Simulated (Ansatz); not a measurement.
Relaxed-ion elastic tensor of ZrS₂ (CdI2 type, P-3m1) in GPa (Voigt order), DFT-PBE+D3(BJ) in the program Ansatz with PAW potentials; density 3.94 g/cm³, 21.82 Å³ per atom.

```
 137  26.5   8.8  -3.6   0.0   0.0
26.5   137   8.8   3.6   0.0   0.0
 8.8   8.8  45.6   0.0   0.0   0.0
-3.6   3.6   0.0  12.5   0.0   0.0
 0.0   0.0   0.0   0.0  12.5  -3.6
 0.0   0.0   0.0   0.0  -3.6  55.3
```

Is the crystal mechanically stable?

Yes: the smallest eigenvalue of C is 12.2 GPa.

Work out the Voigt, Reuss and Hill averages.

K_V = 45.4, K_R = 33.3, K_H = 39.3; G_V = 34.4, G_R = 21.0, G_H = 27.7 GPa.

Give Young's modulus, Poisson's ratio, Pugh's ratio and the universal anisotropy index.

E = 9KG/(3K + G) = 67.4 GPa; ν = 0.21; K/G = 1.42 (brittle by the Pugh limit of 1.75); A_U = 5G_V/G_R + K_V/K_R − 6 = 3.55.

Estimate the sound speeds and the Debye temperature.

v_l = √((K + 4G/3)/ρ) = 4400 m/s, v_t = √(G/ρ) = 2650 m/s, mean 2930 m/s; Θ = (h/k)(3n/4πV)^(1/3) v_m = 313 K.

How much does each axis shrink under pressure?

Linear compressibilities β_i = Σ_j S_ij (j = 1 to 3): x 5.0, y 5.0, z 20 per TPa.

The PBE+D3(BJ) relaxation kept the symmetry of its start; phonons on a q-mesh show no instability. No spin polarisation was allowed.

Potentials: the later of the program's two PAW sets.
